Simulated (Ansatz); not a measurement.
GePt3 (A15 (Cr3Si type), Pm-3n) at seven volumes, HSE06 (plane waves, PAW; program Ansatz), scaled uniformly. One row is withheld.

```
V (Å³/atom)  P (GPa)
-----------  -------
14.343         24.63
14.816             ?
15.289          6.62
15.762         -0.02
16.235         -5.48
16.708         -9.99
17.180        -13.64
```

Question: Fit the shown pressures and predict the withheld one.

Answer: Third-order Birch–Murnaghan: P = (3/2)B₀(x^(7/2) − x^(5/2))[1 + (3/4)(B′ − 4)(x − 1)] with x = (V₀/V)^(2/3). Least squares on the six rows gives V₀ = 15.760 Å³/atom, B₀ = 201.1 GPa, B′ = 5.57. At V = 14.816, x = 1.0420 and P = 14.75 GPa. The run itself gave 14.76 GPa.

A made-up cell: these elements were put on the sites of a structure type; neither database checked (COD, Materials Project) lists it. Whether it is the stable phase at ambient conditions was not checked. Symmetry was held in the HSE06 relaxation; its stability against distortions is not shown here. No spin polarisation was allowed. The hybrid run found no gap, on a coarse k-mesh. Scalar-relativistic: spin–orbit coupling is off unless named, which matters more the heavier the elements.

Potentials: the later of the program's two PAW sets.
